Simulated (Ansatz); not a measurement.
Ge$_{3}$N$_{4}$:
```yaml
crystal:
  lattice:
    - [8.13057, 0.00000, 0.00000]
    - [-4.06529, 7.04128, 0.00000]
    - [0.00000, 0.00000, 3.11454]
  atoms:
    - { symbol: Ge, position: [0.82910, 0.23535, 0.75000] }
    - { symbol: Ge, position: [0.17090, 0.76465, 0.25000] }
    - { symbol: Ge, position: [0.59375, 0.82910, 0.25000] }
    - { symbol: Ge, position: [0.40625, 0.17090, 0.75000] }
    - { symbol: Ge, position: [0.76465, 0.59375, 0.75000] }
    - { symbol: Ge, position: [0.23535, 0.40625, 0.25000] }
    - { symbol: N, position: [0.66667, 0.33333, 0.75000] }
    - { symbol: N, position: [0.33333, 0.66667, 0.25000] }
    - { symbol: N, position: [0.66953, 0.97250, 0.75000] }
    - { symbol: N, position: [0.33047, 0.02750, 0.25000] }
    - { symbol: N, position: [0.69703, 0.66953, 0.25000] }
    - { symbol: N, position: [0.30297, 0.33047, 0.75000] }
    - { symbol: N, position: [0.02750, 0.69703, 0.75000] }
    - { symbol: N, position: [0.97250, 0.30297, 0.25000] }
```

Relaxed with PBE.

Q: Which orbitals make up the states near the band edges in PBE in the plane-wave PAW code Ansatz?

A: Top 1 eV of the valence band: N 2p 95 %. Bottom 1 eV of the conduction band: Ge 4s 42 %, N 2s 37 %, N 2p 14 %. Projections are on Löwdin-orthogonalised atomic valence shells; empty p or d shells of many metals are not among them.

Q: Tabulate the density of states.

A: States/eV per cell of 14 atoms, in 0.25 eV bins, energy from the valence-band maximum.

```tsv
E (eV)	total	N 2p	Ge 4p	Ge 4s
-7.85	4.34	2.09	0.56	1.17
-7.60	3.82	1.87	0.51	0.96
-7.35	1.54	0.76	0.19	0.39
-7.10	1.66	0.84	0.22	0.38
-6.85	2.13	1.10	0.33	0.43
-6.60	2.41	1.28	0.43	0.42
-6.35	4.43	2.53	1.18	0.41
-6.10	2.84	1.66	0.78	0.22
-5.85	3.36	2.02	0.95	0.20
-5.60	5.57	3.43	1.64	0.26
-5.35	4.62	2.90	1.31	0.22
-5.10	4.70	3.02	1.28	0.20
-4.85	6.14	4.06	1.68	0.15
-4.60	7.78	5.29	2.15	0.11
-4.35	9.20	6.36	2.42	0.13
-4.10	10.50	7.37	2.57	0.17
-3.85	7.73	5.56	1.76	0.12
-3.60	6.19	4.54	1.36	0.08
-3.35	4.44	3.29	0.91	0.07
-3.10	4.84	3.68	0.95	0.06
-2.85	4.34	3.42	0.80	0.02
-2.60	3.45	2.80	0.43	0.02
-2.35	6.02	5.03	0.60	0.02
-2.10	5.06	4.35	0.38	0.03
-1.85	2.20	1.86	0.17	0.01
-1.60	6.37	5.47	0.46	0.03
-1.35	6.95	6.22	0.34	0.03
-1.10	13.71	12.77	0.35	0.06
-0.85	10.43	9.82	0.24	0.02
-0.60	5.33	5.05	0.12	0.01
-0.35	3.70	3.54	0.07	0.00
-0.10	3.07	2.96	0.05	0.00
0.15	0.00	0.00	0.00	0.00
0.40	0.00	0.00	0.00	0.00
0.65	0.00	0.00	0.00	0.00
0.90	0.00	0.00	0.00	0.00
1.15	0.00	0.00	0.00	0.00
1.40	0.00	0.00	0.00	0.00
1.65	0.00	0.00	0.00	0.00
1.90	0.01	0.00	0.00	0.00
2.15	0.09	0.01	0.00	0.04
2.40	0.18	0.02	0.01	0.08
2.65	0.29	0.05	0.01	0.12
2.90	0.48	0.09	0.03	0.19
3.15	0.79	0.15	0.08	0.29
3.40	1.79	0.29	0.34	0.57
3.65	4.76	0.68	1.21	1.35
3.90	6.18	0.96	1.75	1.61
4.15	4.87	0.84	1.47	1.16
4.40	4.85	0.90	1.46	1.12
4.65	5.22	1.06	1.61	1.13
4.90	3.86	0.79	1.30	0.77
5.15	3.46	0.77	1.04	0.78
5.40	3.99	0.86	1.27	0.83
5.65	5.41	1.05	2.19	0.79
5.90	7.81	1.35	3.67	0.82
6.15	7.43	1.25	3.57	0.62
6.40	7.48	1.47	3.53	0.71
6.65	7.90	1.70	3.59	0.82
```

Space group P6_3/m. The cell was relaxed with PBE under the symmetry of its start. Spin–orbit coupling is left out wherever it is not named.

Potentials: the earlier of the program's two PAW sets.
